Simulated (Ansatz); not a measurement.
# Does relaxation matter for the field gradients of SiC with Ta replacing Si?

Start: a supercell of SiC (zinc blende type, F-43m) built from a structure deposited in the COD, with all atoms left at the host's positions.

Space group F-43m (No. 216); a = 13.0740 Å.

```
site  Wyckoff  site symmetry       x       y       z
  Ta       4a           -43m  0.0000  0.0000  0.0000
 Si2      48h            ..m  0.1667  0.0000  0.1667
 Si5      16e            .3m  0.3333  0.8333  0.1667
 Si9      16e            .3m  0.6667  0.6667  0.3333
Si15      24f           2.mm  0.5000  0.6667  0.5000
 C28      16e            .3m  0.0833  0.9167  0.0833
 C29      24g           2.mm  0.2500  0.9167  0.2500
 C33      48h            ..m  0.5833  0.7500  0.4167
 C41      16e            .3m  0.4167  0.5833  0.4167
 C54       4c           -43m  0.7500  0.2500  0.7500
```

One atom of each set is listed; the run and its k-mesh use a cell of 54 atoms with edges of 9.24, 9.24, 9.24 Å.

All values are calculated (Ansatz; DFT, PBE, plane waves and PAW, scalar-relativistic, 420 eV cutoff, Γ-centred 3×3×3 k-points, Fermi–Dirac smearing 0.01 eV, cell charge +1), not measured.

The largest force at the start is 4.6 eV/Å. Relaxing the ions at fixed cell moves them by 0.126 Å at most (atom 28, C) and 0.039 Å rms.

```tsv
site	moved (Å)	first shell before	first shell after	V_zz before (10²¹ V/m²)	η before
Ta	0.000	4 C at 1.89 Å	4 C at 2.01 Å	0.00	–
Si2	0.037	4 C at 1.89 Å	4 C at 1.87–1.88 Å	1.46	0.00
Si5	0.005	4 C at 1.89 Å	4 C at 1.88–1.89 Å	-0.16	0.00
Si9	0.002	4 C at 1.89 Å	4 C at 1.89 Å	-0.17	0.00
Si15	0.004	4 C at 1.89 Å	4 C at 1.88–1.89 Å	-0.14	0.53
C28	0.126	1 Ta at 1.89 Å, 3 Si at 1.89 Å	3 Si at 1.88 Å, 1 Ta at 2.01 Å	-1.69	0.00
C29	0.004	4 Si at 1.89 Å	4 Si at 1.87–1.89 Å	0.36	0.30
C33	0.002	4 Si at 1.89 Å	4 Si at 1.88–1.89 Å	-0.15	0.06
C41	0.000	4 Si at 1.89 Å	4 Si at 1.88 Å	-0.023	0.00
```

(1) What are V_zz and η after the relaxation?

Results:

(1) 

```
site  V_zz after  η after  change of V_zz
  Ta        0.00        –            0.00
 Si2        1.50     0.47           +0.04
 Si5       -0.23     0.00           -0.07
 Si9       -0.15     0.00           +0.02
Si15       -0.20     0.60           -0.06
 C28       -1.46     0.00           +0.23
 C29        0.12     0.34               –
 C33       0.089     0.73               –
 C41      -0.016     0.00           +0.01
```

The largest change of V_zz along a kept axis is on C28, from -1.69 to -1.46. The whole tensor moves most on C29, by 0.44 along its most changed direction. In per cent, |V_zz| changes by +3 on Si, -14 on C (all sites that start above 0.5). Where |V_zz| stays above 0.1 and the axes keep their order, η moves most on Si2, from 0.00 to 0.47. On C29, C33 the largest principal value lies along another axis in the second run, so the two V_zz can't be compared directly. Other sites without a gradient aren't listed.

The defect repeats with the cell of 54 atoms, so it feels its images: sites between two images don't show the values beside a lone defect, and zeros or small values of η there can come from the images' arrangement. A uniform background compensates the cell's charge. Without spin–orbit coupling the gradients at and beside Ta can be off by some per cent, at some sites by more.
Before: The cell keeps the host's lattice, where the PBE pressure is 9 GPa (in a charged cell this depends on the convention for the mean potential). The neighbours have not yet relaxed around the defect (largest force 4.6 eV/Å), so the values at and beside it are those of a strained start, not of the defect in a real crystal.
After: The relaxation keeps the site symmetry -43m of the start, so the impurity can't leave its site; a start off the site could end lower. The cell keeps the host's lattice, where the PBE pressure is 8 GPa (in a charged cell this depends on the convention for the mean potential).
